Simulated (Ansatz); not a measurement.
A generated cell, not matched to a known phase here, of Ti4Al3B: Pmmm (No. 47), oP8; a = 2.7584 Å, b = 5.4857 Å, c = 7.6139 Å, α = β = γ = 90.00°; B 1f (0.500, 0.500, 0.000); Al 1h (0.500, 0.500, 0.500); Al 1b (0.500, 0.000, 0.000); Al 1d (0.500, 0.000, 0.500); Ti 4u (0.000, 0.266, 0.223). Computed with PBEsol (plane waves to 420 eV, PAW, scalar-relativistic; Ansatz, a first-principles code). Element references, the lowest calculated here: Al (Fm-3m), Ti (P6₃/mmc), B (R-3m).

Total energies (eV/atom, σ → 0; comparable only within this code, potentials and settings):

| phase | E (eV/atom) |
|---|---|
| Ti4Al3B (Pmmm) | -1453.016 |
| Al (Fm-3m) | -524.548 |
| Ti (P6₃/mmc) | -2473.897 |
| B (R-3m) | -152.668 |
| TiAl (P4/mmm) | -1499.633 |
| TiB2 (P6/mmm) | -927.541 |

**Question.** What is the formation energy of this Pmmm form of Ti4Al3B from the elements?

**Answer.** E_f = -1453.016 − [4 × (-2473.897) + 3 × (-524.548) + 1 × (-152.668)] / 8 = -0.28 eV/atom (-2.2 eV per formula unit).

**Question.** How does this cell stand against the other phases calculated?

**Answer.** It lies 0.24 eV/atom above their hull: Ti4Al3B → 3 TiAl + 0.5 TiB2 + 0.5 Ti (TiAl P4/mmm, TiB2 P6/mmm, Ti P6₃/mmc) releases that much. A lower structure of this composition may exist.

This is the hull of the energies calculated here, no anion corrections; phases that were not calculated are missing from it. Values are rounded to 0.01 eV/atom. Not shown to be the ambient phase of their composition (a lower form may be missing, and a cell relaxed within its start's symmetry can be a saddle point): Ti4Al3B (Pmmm). The compounds carry no spin polarisation.
